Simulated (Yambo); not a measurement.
Yambo run on AgBr (rock salt, space group Fm-3m, No. 225). The wavefunctions are PBEsol (pw.x of Quantum ESPRESSO, ONCV potentials, without SOC) ones on a 4×4×4 mesh (13 occupied bands); a = 4.013 Å, b = 4.013 Å, c = 4.013 Å, α = 60.00°, β = 60.00°, γ = 60.00°.

Yambo input:

```
rim_cut
gw0
dyson
el_el_corr
HF_and_locXC
ppa
em1d
RandQpts= 1000000
RandGvec= 1 Ry
EXXRLvcs= 82 Ry
VXCRLvcs= 328 Ry
Chimod= "HARTREE"
% BndsRnXp
 5 | 27 |
%
NGsBlkXp= 4 Ry
% LongDrXp
 1.0 | 1.0 | 1.0 |
%
PPAPntXp= 27.2114 eV
% GbndRnge
 1 | 27 |
%
GTermKind= "BG"
DysSolver= "n"
ExtendOut
% QPkrange
 1 | 1 | 13 | 14 |
 3 | 3 | 13 | 13 |
%
```

k points by index: 1 = Γ, 3 = L.

Resulting energies as the program prints them:

```
#    K-point    Band    Eo [eV]    E [eV]    E-Eo [eV]    Vxc [eV]    Vnlxc [eV]    Sc|Eo [eV]    Sc|E [eV]    dSc/dw|Eo [eV]    Re(Z)    Im(Z)
#
    1    13    -2.072721    -2.489210    -0.416489    -13.18490    -16.67002    2.959904    3.068633    -7.101378    0.793037    -0.001526
    1    14    0.498524    1.468538    0.970014    -10.98527    -6.775111    -3.036649    -3.240143    -5.707886    0.826608    -0.001286
    3    13    0.000000    -0.563297    -0.563297    -19.77118    -24.06986    3.589154    3.735381    -7.061891    0.793951    -0.001510
```
(The two width columns are left out.) Convergence of these settings isn't established.

Geometry relaxed with PBEsol.
